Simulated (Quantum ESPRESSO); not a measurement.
# Moving one atom in PGe6B

The results below are calculated, not measured. They come from pw.x of Quantum ESPRESSO 7.5, a plane-wave density functional program, with PseudoDojo standard norm-conserving files (v0.5 for PBE, v0.4.1 for LDA and PBEsol). The cells are made up: elements, strain and atom displacements were drawn at random, and nothing was relaxed. There is no spin polarisation, spin-orbit coupling or dispersion term.

The cell has 8 sites of a zincblende or diamond lattice. Sites 1 to 4 hold P Ge B Ge; sites 5 to 8 hold Ge Ge Ge Ge. Cell vectors in Å: (5.974, -0.024, 0.021); (-0.024, 5.953, -0.034); (0.021, -0.034, 5.948). Settings: PBE, cutoff 1061 eV, 6 x 6 x 6 k mesh shifted by half a step, Fermi-Dirac smearing of 0.1 eV.

Each run shifts the Ge atom on site 7 along y and leaves all else fixed. Site 1 is one of its nearest neighbours. E is the free energy of the cell above the lowest run shown.

```
run  shift (Å)  Fy on site 7 (eV/Å)  Fy on site 1 (eV/Å)  P (GPa)  E (meV)
  1    -0.1275               -0.413               -0.445    -8.26      0.0
  2    -0.1009               -0.581               -0.395    -8.25     13.2
  4    -0.0257               -1.051               -0.267    -8.18     74.6
  5    -0.0110               -1.142               -0.244    -8.16     90.8
  6     0.0874               -1.728               -0.110    -7.96    232.3
  7     0.1155               -1.888               -0.078    -7.88    283.1
  3    -0.0763                    ?                    ?        ?        ?
```

A rerun of one of these cells at 1347 eV and k mesh 8 x 8 x 8 moved values by no more than 0.002 eV in the cell's energy, 0.04 GPa in stress and 0.004 eV/Å in force.

## Worked fit

A parabola through the six runs shown gives Fy on site 7 = -1.208 - 6.06 u + 1.4 u² eV/Å, with u in Å and a scatter of 0.002 eV/Å. Minus the slope, 6.06 ± 0.05 eV/Å², is this atom's force constant along y at u = 0, with its periodic images moving too. The fitted force does not vanish within the range. The error is the larger of the fit's own and the change that a cubic makes, rounded up.

## Withheld run

Question: what Fy on site 7 should run 3 give?

The fit gives -0.737 eV/Å. The calculation gave -0.736 eV/Å.

| run | shift (Å) | Fy on site 7 (eV/Å) | Fy on site 1 (eV/Å) | P (GPa) | E (meV) |
| --- | --- | --- | --- | --- | --- |
| 3 | -0.0763 | -0.736 | -0.351 | -8.24 | 29.4 |